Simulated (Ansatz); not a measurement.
Calculation for bcc Ta (100), 5 layers: DFT, LDA, all-electron LAPW, scalar-relativistic (Ansatz 0.2.0). This run: no images along the normal.

The slab is cut from a bulk crystal relaxed on PAW files (its atoms may have been relaxed since).

Command: `ansatz run input.yaml --threads 2 --pin off --max-ram 4096MiB --backend cpu --events-out ev --progress --plain --runs-dir out` It took 84 s on 2 threads of Intel(R) Xeon(R) 6975P-C (Granite Rapids) (shared host), peak memory 1.4 GiB.

```yaml
crystal:
  lattice:
    - [3.2528507656, 0.0, 0.0]
    - [0.0, 3.2528507656, 0.0]
    - [0.0, 0.0, 22.5057]
  atoms:
    - { symbol: Ta, position: [0.0, 0.0, 0.3640668192] }
    - { symbol: Ta, position: [0.5, 0.5, 0.426541596] }
    - { symbol: Ta, position: [0.0, 0.0, 0.5000000001] }
    - { symbol: Ta, position: [0.5, 0.5, 0.573458404] }
    - { symbol: Ta, position: [0.0, 0.0, 0.6359331808] }
  periodic: [true, true, false]
kpoints:
  mp_grid: { grid: [11, 11, 1] }
scf:
  occupations: { method: fermi_dirac, width: 0.05 }
hamiltonian:
  xc: lda
  pseudopotentials: { kind: all_electron, lapw: { basis_error: 0.001 } }
output:
  forces: true
  stress: true
  eigenvalues: true
```

Output:

```
Warning: crystal.periodic: the lattice vector that does not repeat stood 0.000° off the slab's normal, 22.506 Å along it as the deck builds it. The run solves the slab on a vector along the normal, 36.037 Å long, with every atom where it was (on the deck's vector they left 16.39 Å outside them, and the widest stretch free of ions among them is 1.65 Å). A fractional position that the run reports is one of the run's cell, which starts as this one, and not of the deck's: it goes into a deck with that cell's vectors. The slab on that cell runs as it stands in a deck that lists each atom with its symbol and moment, types crystal.periodic and leaves out crystal.checkpoint, crystal.saddle_side, crystal.structure_sha256, crystal.space_group, crystal.setting, crystal.reduce_to_primitive, crystal.supercell, crystal.defects and each atom's wyckoff. Where those keys changed the vectors of the plane, lay the indices of each lattice_plane and lattice_line anew on these rows. Along the normal they count this vector already. An outside_sphere can name other atoms there (type this run's as sites). In the order of the run's atom list the slab is: crystal.lattice: [[3.2528507656, 0.0, 0.0], [0.0, 3.2528507656, 0.0], [0.0, 0.0, 36.03708554852224]]; position: [0.0, 0.0, 0.22736518472996858]; position: [0.5, 0.5, 0.2663816191287658]; position: [0.0, 0.0, 0.3122574933841178]; position: [0.5, 0.5, 0.35813336751456687]; position: [0.0, 0.0, 0.397149801913364];
crystal.periodic: the lattice vector that does not repeat stood 0.000° off the slab's normal, 22.506 Å along it as the deck builds it. The run solves the slab on a vector along the normal, 36.037 Å long, with every atom where it was (on the deck's vector they left 16.39 Å outside them, and the widest stretch free of ions among them is 1.65 Å). A fractional position that the run reports is one of the run's cell, which starts as this one, and not of the deck's: it goes into a deck with that cell's vectors. The slab on that cell runs as it stands in a deck that lists each atom with its symbol and moment, types crystal.periodic and leaves out crystal.checkpoint, crystal.saddle_side, crystal.structure_sha256, crystal.space_group, crystal.setting, crystal.reduce_to_primitive, crystal.supercell, crystal.defects and each atom's wyckoff. Where those keys changed the vectors of the plane, lay the indices of each lattice_plane and lattice_line anew on these rows. Along the normal they count this vector already. An outside_sphere can name other atoms there (type this run's as sites). In the order of the run's atom list the slab is: crystal.lattice: [[3.2528507656, 0.0, 0.0], [0.0, 3.2528507656, 0.0], [0.0, 0.0, 36.03708554852224]]; position: [0.0, 0.0, 0.22736518472996858]; position: [0.5, 0.5, 0.2663816191287658]; position: [0.0, 0.0, 0.3122574933841178]; position: [0.5, 0.5, 0.35813336751456687]; position: [0.0, 0.0, 0.397149801913364];
LAPW: plane waves up to 8.965 Å⁻¹, error target 1.0e-3 eV per atom; small_component_spin mean_spin; Ta in spheres of 1.348 Å, 43 of its electrons in bands, Dirac shells [] (how accurate: hamiltonian.pseudopotentials.lapw.basis_error, Limitations)
Engine: ansatz 0.2.0
Pseudopotentials: kind: all_electron
Pseudopotential: Ta, LAPW, valence charge 43, lapw/all_electron/scalar/gaussian/Ta, Koelling and Harmon's equation, gaussian nucleus
Functional definition: SPW92
  exchange = slater_x
  correlation = pw_c
Crystal: 5 atoms, lattice volume = 381.310 Å³
Basis set: ecut = 306.18364295312875 eV, 4723 PW (Γ), exchange–correlation at level 2
Bands: 129, of which v1, the nominal top of the filled ones, is band 108 counted from 1 (107 counted from 0)
Symmetry: 16 space group operations
Space group: P4/mmm (ITA 123), of the structure as read, at distance tolerance 7.3e-5 Å
k-points: 21 of 121
Non-local potential: Ta, projectors of the file, none
Initial density: superposition of atomic densities (neutral atoms: chi_scale 0, normalization atom)
Initial wavefunctions: plane waves of lowest kinetic energy (no species holds an atomic orbital)
[... lines left out ...]
--- Forces (eV/Å), atoms counted from 1 ---
  atom   1  Ta    -0.00000000     0.00000000     0.01276208
  atom   2  Ta     0.00000000     0.00000000    -0.00037329
  atom   3  Ta    -0.00000000     0.00000000     0.00000000
  atom   4  Ta     0.00000000     0.00000000     0.00037329
  atom   5  Ta     0.00000000     0.00000000    -0.01276208
  max |Σ_I F_I| component: 1.38e-30 eV/Å
--- 2D stress c σ (N/m, compression-positive) ---
       -1.570322       0.000000       0.000000
        0.000000      -1.570322       0.000000
        0.000000       0.000000       0.000000
  P = ½ c Tr σ = -1.5703 N/m
--- Band table (eV; the first three rows and the last of 21) ---
  k-point 0: bands = ["-398.2631", "-398.2631", "-398.2183", "-398.2183", "-398.2183", "-398.2183", "-397.6329", "-397.6195", "-397.6195", "-397.3358", "-397.3358", "-397.3227", "-397.3227", "-397.3227", "-397.3227", "-220.3349", "-220.3349", "-220.3250", "-220.3250", "-220.3250", "-220.3250", "-220.2963", "-220.2963", "-220.2825", "-220.2825", "-219.7192", "-219.7057", "-219.7013", "-219.7013", "-219.6919", "-219.4271", "-219.4271", "-219.4161", "-219.4161", "-219.3990", "-219.3990", "-219.3990", "-219.3990", "-219.3860", "-219.3860", "-71.7431", "-71.7426", "-71.1709", "-70.8574", "-70.8400", "-38.4209", "-38.4189", "-38.3106", "-38.3106", "-38.2836", "-38.2836", "-37.9712", "-37.7317", "-37.7317", "-37.5137", "-37.2059", "-37.2059", "-37.1773", "-37.0534", "-37.0534", "-23.6328", "-23.6327", "-23.6203", "-23.6203", "-23.6202", "-23.6202", "-23.6183", "-23.6183", "-23.6069", "-23.6069", "-23.5706", "-23.5706", "-23.5706", "-23.5706", "-23.0189", "-23.0099", "-23.0062", "-23.0062", "-23.0011", "-22.9976", "-22.9976", "-22.7319", "-22.7232", "-22.7158", "-22.7117", "-22.7117", "-22.7107", "-22.7100", "-22.7100", "-22.7018", "-22.7018", "-22.6998", "-22.6998", "-22.6917", "-22.6837", "-11.6728", "-10.1020", "-8.2513", "-8.0464", "-7.7916", "-7.5173", "-6.9281", "-5.3477", "-4.1022", "-3.9262", "-3.6591", "-3.5089", "-3.5089", "-3.2696", "-3.2696", "-3.1070", "-2.8470", "-2.8470", "-2.5072", "-1.3805", "-1.3805", "-1.0383", "-0.6592", "-0.2635", "-0.2032", "0.1967", "0.8954", "1.0226", "1.1420", "1.1420", "1.2024", "1.5015", "2.4685", "2.6424"]
  k-point 1: bands = ["-398.2631", "-398.2631", "-398.2183", "-398.2183", "-398.2183", "-398.2183", "-397.6329", "-397.6195", "-397.6195", "-397.3358", "-397.3358", "-397.3227", "-397.3227", "-397.3227", "-397.3227", "-220.3349", "-220.3349", "-220.3250", "-220.3250", "-220.3250", "-220.3250", "-220.2963", "-220.2963", "-220.2825", "-220.2825", "-219.7192", "-219.7057", "-219.7013", "-219.7013", "-219.6919", "-219.4271", "-219.4271", "-219.4161", "-219.4161", "-219.3990", "-219.3990", "-219.3990", "-219.3990", "-219.3860", "-219.3860", "-71.7414", "-71.7410", "-71.1687", "-70.8576", "-70.8418", "-38.4413", "-38.4362", "-38.3243", "-38.3188", "-38.2961", "-38.2715", "-37.9359", "-37.8013", "-37.7262", "-37.4426", "-37.2756", "-37.2156", "-37.1190", "-37.0778", "-37.0704", "-23.6325", "-23.6324", "-23.6209", "-23.6208", "-23.6202", "-23.6201", "-23.6177", "-23.6177", "-23.6067", "-23.6067", "-23.5716", "-23.5716", "-23.5700", "-23.5700", "-23.0187", "-23.0091", "-23.0067", "-23.0059", "-23.0009", "-22.9988", "-22.9970", "-22.7315", "-22.7232", "-22.7150", "-22.7130", "-22.7120", "-22.7113", "-22.7102", "-22.7100", "-22.7020", "-22.7009", "-22.7006", "-22.6992", "-22.6913", "-22.6842", "-11.4861", "-9.9566", "-8.1171", "-7.9867", "-7.6913", "-7.4384", "-6.8539", "-5.3694", "-4.2755", "-4.0700", "-3.9669", "-3.9059", "-3.6241", "-3.4185", "-3.1159", "-3.1094", "-2.8409", "-2.3665", "-1.9751", "-1.8558", "-1.5475", "-0.4828", "-0.1951", "-0.1681", "-0.0857", "0.1634", "0.2387", "0.5307", "1.0069", "1.1223", "1.5741", "2.2559", "2.2751", "2.5756"]
  k-point 2: bands = ["-398.2631", "-398.2631", "-398.2183", "-398.2183", "-398.2183", "-398.2183", "-397.6329", "-397.6195", "-397.6195", "-397.3358", "-397.3358", "-397.3227", "-397.3227", "-397.3227", "-397.3227", "-220.3349", "-220.3349", "-220.3250", "-220.3250", "-220.3250", "-220.3250", "-220.2963", "-220.2963", "-220.2825", "-220.2825", "-219.7192", "-219.7057", "-219.7013", "-219.7013", "-219.6919", "-219.4271", "-219.4271", "-219.4161", "-219.4161", "-219.3990", "-219.3990", "-219.3990", "-219.3990", "-219.3860", "-219.3860", "-71.7368", "-71.7365", "-71.1627", "-70.8581", "-70.8465", "-38.5069", "-38.4749", "-38.3764", "-38.3744", "-38.2560", "-38.2379", "-37.8978", "-37.8799", "-37.7092", "-37.3448", "-37.3355", "-37.2429", "-37.1318", "-37.1191", "-37.0782", "-23.6319", "-23.6317", "-23.6226", "-23.6225", "-23.6200", "-23.6199", "-23.6160", "-23.6160", "-23.6061", "-23.6061", "-23.5741", "-23.5741", "-23.5682", "-23.5682", "-23.0184", "-23.0083", "-23.0070", "-23.0055", "-23.0015", "-23.0001", "-22.9952", "-22.7306", "-22.7231", "-22.7168", "-22.7144", "-22.7128", "-22.7125", "-22.7099", "-22.7091", "-22.7026", "-22.7024", "-22.6986", "-22.6975", "-22.6905", "-22.6857", "-10.9520", "-9.5655", "-7.9418", "-7.7939", "-7.4501", "-7.3389", "-6.4120", "-5.2398", "-4.7493", "-4.6367", "-4.3476", "-4.1230", "-3.9742", "-3.5546", "-3.3504", "-2.7943", "-2.5444", "-1.9877", "-1.8609", "-1.5114", "-1.4601", "-0.5802", "-0.4997", "-0.0155", "0.2368", "0.3559", "0.3602", "0.6528", "1.0833", "1.4217", "1.7556", "1.8388", "2.8623", "2.9562"]
  k-point 20: bands = ["-398.2631", "-398.2631", "-398.2183", "-398.2183", "-398.2183", "-398.2183", "-397.6329", "-397.6195", "-397.6195", "-397.3358", "-397.3358", "-397.3227", "-397.3227", "-397.3227", "-397.3227", "-220.3349", "-220.3349", "-220.3250", "-220.3250", "-220.3250", "-220.3250", "-220.2963", "-220.2963", "-220.2825", "-220.2825", "-219.7192", "-219.7057", "-219.7013", "-219.7013", "-219.6919", "-219.4271", "-219.4271", "-219.4161", "-219.4161", "-219.3990", "-219.3990", "-219.3990", "-219.3990", "-219.3860", "-219.3860", "-71.7123", "-71.7122", "-71.1316", "-70.8541", "-70.8502", "-38.6711", "-38.6642", "-38.6146", "-38.6109", "-38.3471", "-38.3108", "-38.0082", "-37.9826", "-37.6856", "-37.5094", "-37.4396", "-37.3090", "-37.2883", "-37.0970", "-37.0828", "-23.6281", "-23.6281", "-23.6280", "-23.6279", "-23.6268", "-23.6265", "-23.6073", "-23.6072", "-23.6045", "-23.6045", "-23.5717", "-23.5717", "-23.5717", "-23.5717", "-23.0154", "-23.0153", "-23.0128", "-22.9992", "-22.9952", "-22.9951", "-22.9932", "-22.7250", "-22.7247", "-22.7240", "-22.7231", "-22.7231", "-22.7153", "-22.6999", "-22.6991", "-22.6963", "-22.6961", "-22.6956", "-22.6955", "-22.6942", "-22.6895", "-8.2105", "-8.0886", "-6.6254", "-6.5966", "-5.8745", "-5.7697", "-5.7413", "-5.4797", "-5.1715", "-5.1361", "-5.0808", "-4.2762", "-4.1397", "-2.1221", "-2.0340", "-1.6784", "-1.6715", "-1.3273", "-1.2097", "-0.0908", "0.2782", "0.4698", "0.6281", "0.6634", "0.8942", "1.0465", "1.1989", "2.5079", "2.6386", "3.7997", "4.1050", "4.9323", "5.0600", "5.2779"]
  the weakly bound empty levels are not read free of the cell's end (augmented_plane_waves)
```

Spin–orbit coupling is left out, which matters for the heavy atoms.
